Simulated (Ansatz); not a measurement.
TiO2 (anatase, I4_1/amd), DFT-PBE in the program Ansatz with PAW potentials. The conduction-band minimum lies at Γ, with 1 equivalent valley. Second derivatives d²E/dk² of the lowest band at one valley (eV·Å²), along Cartesian directions:

```
direction  d²E/dk²
---------  -------
[100]        18.07
[010]        18.07
[001]        1.842
[110]        18.07
[101]        9.961
[011]        9.961
```

Q: Find the principal effective masses, the density-of-states mass and the conductivity mass.

A: Off-diagonal terms follow from H_xy = H[110] − (H_xx + H_yy)/2, and m*/mₑ = 7.620 eV·Å² over each eigenvalue: 0.42, 0.42, 4.1. One valley's DOS mass (m₁m₂m₃)^(1/3) = 0.90, conductivity mass 3/(Σ 1/mᵢ) = 0.60 mₑ.

Q: What effective density of states Nc follows at 300 K for parabolic valleys?

A: Nc = 2.509e19 × 1 × (0.90)^(3/2) ≈ 2.1e19 cm⁻³.

Symmetry was held in the PBE relaxation. No spin polarisation was allowed.

Potentials: the later of the program's two PAW sets.

Edges and masses are those of Kohn–Sham bands, whose gap is no quasiparticle gap.
